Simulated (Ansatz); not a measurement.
Nb3Sn:
```yaml
crystal:
  lattice:
    - [0.00000, 3.34378, 3.34378]
    - [3.34378, 0.00000, 3.34378]
    - [3.34378, 3.34378, 0.00000]
  atoms:
    - { symbol: Sn, position: [0.00000, 0.00000, 0.00000] }
    - { symbol: Nb, position: [0.50000, 0.50000, 0.50000] }
    - { symbol: Nb, position: [0.25000, 0.25000, 0.25000] }
    - { symbol: Nb, position: [0.75000, 0.75000, 0.75000] }
```

Relaxed with r²SCAN. Special points in fractions of this cell's reciprocal vectors: Γ (0.000, 0.000, 0.000); X (0.500, 0.000, 0.500); U (0.625, 0.250, 0.625); K (0.375, 0.375, 0.750); L (0.500, 0.500, 0.500); W (0.500, 0.250, 0.750).

Problem. List the band energies nearest the Fermi level at these points for the program Ansatz at the r²SCAN with spin–orbit coupling level (PAW).

Solution. In eV from the Fermi level; about four levels below and three above (degenerate sets whole), none deeper than 8.9 eV; points with the same levels are listed once.

| k | below | above |
|---|---|---|
| Γ | -0.92 -0.92 -0.92 -0.92 | 1.78 1.78 2.39 2.39 2.39 2.39 |
| X | -1.45 -1.45 -1.44 -1.44 | 0.50 0.50 0.64 0.64 |
| U | -1.09 -1.09 -0.71 -0.71 | 0.14 0.14 0.24 0.24 |
| L | -0.81 -0.81 -0.78 -0.78 | 0.18 0.18 0.34 0.34 |
| W | -0.33 -0.33 -0.28 -0.28 | 0.35 0.35 1.26 1.26 |

Space group Fm-3m. The cell is a constructed one: a structure type filled with these elements; neither database checked (COD, Materials Project) lists it. It is not the phase usual at ambient conditions (space group No. 223). Symmetry was held in the r²SCAN relaxation. At this level the phase is mechanically unstable. No spin polarisation was allowed.

Potentials: the earlier of the program's two PAW sets.
